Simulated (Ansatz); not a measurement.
**Does this entry for NaCaVO4 lie near equilibrium?**

The cell is a COD entry.

```cif
data_NaCaVO4
_symmetry_space_group_name_H-M 'Cmcm'
_symmetry_Int_Tables_number 63
_cell_length_a 5.8600
_cell_length_b 9.2550
_cell_length_c 7.1240
_cell_angle_alpha 90.000
_cell_angle_beta 90.000
_cell_angle_gamma 90.000
loop_
_atom_site_label
_atom_site_type_symbol
_atom_site_symmetry_multiplicity
_atom_site_Wyckoff_symbol
_atom_site_fract_x
_atom_site_fract_y
_atom_site_fract_z
Na Na 4 b 0.5000 0.0000 0.0000
Ca Ca 4 c 0.5000 0.6700 0.2500
V V 4 c 0.5000 0.3480 0.2500
O7 O 8 f 0.5000 0.7500 0.5600
O11 O 8 g 0.7650 0.9450 0.2500
```

One atom of each set is listed; the run and its k-mesh use a cell of 14 atoms with edges of 5.48, 5.48, 7.12 Å.

Computed with Ansatz: DFT, PBE, plane waves and PAW, scalar-relativistic, 420 eV cutoff, Γ-centred 4×4×3 k-points, Fermi–Dirac smearing 0.02 eV.

(1) Do the atoms and the cell lie near the calculated equilibrium?

## Answers

(1) No. The largest force is 4.1 eV/Å, on atom 8 (O: 1 V at 1.63 Å; also 1 Ca at 2.33 Å, 1 Na at 2.35 Å), and the pressure is 13.7 GPa. Such values can come from a cell under pressure, imprecise or misplaced coordinates, missing atoms or a wrong setting of the space group; the run alone doesn't tell which, and gradients calculated on this entry can't be taken for those of the compound at ambient conditions.
